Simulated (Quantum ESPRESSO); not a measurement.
NH4Br has the cubic space group P-43m (No. 215), Pearson symbol cP6. Cell: a = 4.0001 Å, b = 4.0001 Å, c = 4.0001 Å, α = 90.00°, β = 90.00°, γ = 90.00°. H on 4e sees 1 N at 1.034 Å. N on 1a is coordinated by 4 H at 1.034 Å (tetrahedral). Br on 1b is surrounded by no neighbour by this rule. (Neighbours: up to the widest gap in distance over summed covalent radii, below 1.35, at either atom.)

The geometry is that of Materials Project entry mp-36248, symmetrised and not relaxed again.

Problem. What does PBEsol (Quantum ESPRESSO, PseudoDojo norm-conserving, 84 Ry, with spin-orbit coupling) give for the electronic structure near the Fermi level?

Solution. The PBEsol gap is direct, 4.01 eV at Γ.
